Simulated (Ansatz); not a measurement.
Input:

TaW:
```
CELL_PARAMETERS angstrom
      0.00000     2.67198     2.67198
      2.67198     0.00000     2.67198
      2.67198     2.67198     0.00000
ATOMIC_POSITIONS crystal
  Ta 0.00000 0.00000 0.00000
  W  0.50000 0.50000 0.50000
```

This is the r²SCAN-relaxed structure.

**Question.** All from r²SCAN in the plane-wave PAW code Ansatz, unless another level is named. Predict the formation energy from the elements (no fitted shifts).

**Answer.** 121 kJ/mol of atoms.

**Question.** Next, the density of states at the Fermi level?

**Answer.** 0.35 states/eV per atom (mean over ±0.08 eV).

Space group Fm-3m (rock salt). The start of the workflow was typed in or built on a structure type; neither database checked (COD, Materials Project) lists it. Whether it is the stable phase at ambient conditions was not checked. The cell was relaxed with r²SCAN under the symmetry of its start. At this level the phase is mechanically unstable. The run is not spin-polarised. Its formation energy is positive at this level, so the cell may be metastable or incomplete. The references are the lowest solids computed at this level, not always the standard phases. Scalar-relativistic: spin–orbit coupling is off unless named, which matters more the heavier the elements.

Potentials: the later of the program's two PAW sets.
